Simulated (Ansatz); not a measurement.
CoPtO$_{2}$:
```
CoPtO2
1.0
    1.40445     0.81086     5.90416
   -1.40445     0.81086     5.90416
    0.00000    -1.62172     5.90416
Co Pt O
1 1 2
Direct
  0.50000   0.50000   0.50000
  0.00000   0.00000   0.00000
  0.11223   0.11223   0.11223
  0.88777   0.88777   0.88777
```

This is the PBEsol-relaxed structure. Cartesian axes are those of the cell as given.

Question: All from plane-wave PAW PBEsol (Ansatz code), unless another level is named. Give the bulk modulus (Birch–Murnaghan fit).

Answer: 259 GPa.

Question: Give the elastic constants (relaxed ions, GPa).

Answer: C11 = 384, C12 = 168, C13 = 176, C14 = -9.3, C33 = 660, C44 = 83.3.

Question: Predict the highest zone-centre frequency.

Answer: 706 cm⁻¹.

Space group R-3m. The PBEsol relaxation kept the symmetry of its start; of distortions, only those at the zone centre were tested. The run is not spin-polarised. No Hubbard U is applied. Without spin polarisation and U, an open-shell compound can come out a false metal. As this level gives no gap, shear constants depend on the k-mesh and smearing (Fermi–Dirac, 0.1 eV here). As this level gives no gap, phonon frequencies hold no LO–TO term and depend on the k-mesh and smearing (Fermi–Dirac, 0.1 eV here). Spin–orbit coupling is left out wherever it is not named.

Potentials: the later of the program's two PAW sets.
